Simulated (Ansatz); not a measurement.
MoS₂ (3R-MoS2 type, space group R3m)

```yaml
crystal:
  lattice:
    - [1.55780, 0.89940, 5.78545]
    - [-1.55780, 0.89940, 5.78545]
    - [0.00000, -1.79879, 5.78545]
  atoms:
    - { symbol: Mo, position: [0.00004, 0.00004, 0.00004] }
    - { symbol: S, position: [0.75647, 0.75647, 0.75647] }
    - { symbol: S, position: [0.57679, 0.57679, 0.57679] }
```

The slice is a (0001) plane (indices of the conventional cell) through the point (0.000, 0.000, 0.000) (fractional), spanned by u = [1 0 -1] and v = [-1 2 -1] in vectors of this cell: u (3.12 Å) and v (5.40 Å, at 90° to u). It covers one period; positions are fractions (u, v).

These are PBEsol-D3(BJ) (plane waves to 420 eV, PAW, scalar-relativistic; Ansatz, a program for electronic structure) values and carry that method's errors. k mesh 12×12×12. Near the nuclei the fields are pseudised (PAW); where an atom keeps semicore shells as valence, they peak there. MoS2 is run without spin polarisation. MoS2 was relaxed with its symmetry unable to fall. This is one of several known forms of MoS2; the measured ambient cells at hand have space group No. 194.

Three fields on this plane, each scaled to ten steps between its own extremes (0 low, 9 high; the total valence density on a logarithmic scale, the potential cut 8 eV below its top; x marks points blanked near nuclei; v = 0 in the bottom row):

Map A
```
|xxxx05750xxx|
|xxxx16761xxx|
|xxx0578750xx|
|002578887520|
|677766566777|
|998520002589|
|9960xxxxx069|
|972xxxxxxx27|
|850xxxxxxx05|
|750xxxxxxx05|
|750xxxxxxx05|
|761xxxxxxx16|
|8750xxxxx057|
|887520002578|
|566777677766|
|002589998520|
|xxx0699960xx|
|xxxx27972xxx|
|xxxx05850xxx|
|xxxx05750xxx|
```

Map B
```
|xxxx84348xxx|
|xxxx63336xxx|
|xxx7432347xx|
|875433333457|
|222233433222|
|001357875310|
|0027xxxxx720|
|015xxxxxxx51|
|138xxxxxxx83|
|249xxxxxxx94|
|348xxxxxxx84|
|336xxxxxxx63|
|2347xxxxx743|
|333457875433|
|433222222233|
|875310001357|
|xxx7200027xx|
|xxxx51015xxx|
|xxxx83138xxx|
|xxxx94249xxx|
```

Map C
```
|xxxx11211xxx|
|xxxx00100xxx|
|xxx0011100xx|
|321221112212|
|445421012454|
|986310001368|
|9732xxxxx237|
|852xxxxxxx25|
|633xxxxxxx33|
|422xxxxxxx22|
|211xxxxxxx11|
|100xxxxxxx00|
|1100xxxxx001|
|112212321221|
|012454445421|
|001368986310|
|xxx2379732xx|
|xxxx25852xxx|
|xxxx33633xxx|
|xxxx22422xxx|
```

Q: Assign the maps to these fields: electron localisation function (ELF); valence electron density; electrostatic potential energy of an electron, from the cell's mean.

A: A is the electrostatic potential energy of an electron, from the cell's mean; B is the valence electron density; C is the electron localisation function (ELF).
